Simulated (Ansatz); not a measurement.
GePt:
Space group Pnma (No. 62); a = 5.705 Å, b = 3.689 Å, c = 6.022 Å, α = 90.00°, β = 90.00°, γ = 90.00°

```json
[
 {"atom": "Pt", "site": "4c", "symmetry": ".m.", "x": "0.0011", "y": "0.2500", "z": "0.8089"},
 {"atom": "Ge", "site": "4c", "symmetry": ".m.", "x": "0.1851", "y": "0.2500", "z": "0.4110"}
]
```

Relaxed at zero pressure with LDA (plane waves, PAW; program Ansatz).

Question: The volume is lowered by 3 % and shape and atoms relax at that volume. What pressure results, and how do the axes share the change?

Answer: 5.9 GPa; a -0.9 %, b -1.0 %, c -1.1 %; the energy rises by 8 meV/atom.

Question: Give the new structure.

Answer: 
Space group Pnma (No. 62); a = 5.652 Å, b = 3.652 Å, c = 5.956 Å, α = 90.00°, β = 90.00°, γ = 90.00°

| atom | site | symmetry | x | y | z |
|---|---|---|---|---|---|
| Pt | 4c | .m. | 0.0037 | 0.2500 | 0.8102 |
| Ge | 4c | .m. | 0.1830 | 0.2500 | 0.4112 |

The phase is kept; no other phase was compared at this pressure.

The cell was relaxed with LDA under the symmetry of its start; of distortions, only those at the zone centre were tested. No spin polarisation was allowed. Scalar-relativistic: spin–orbit coupling is off unless named, which matters more the heavier the elements.

Potentials: the later of the program's two PAW sets.
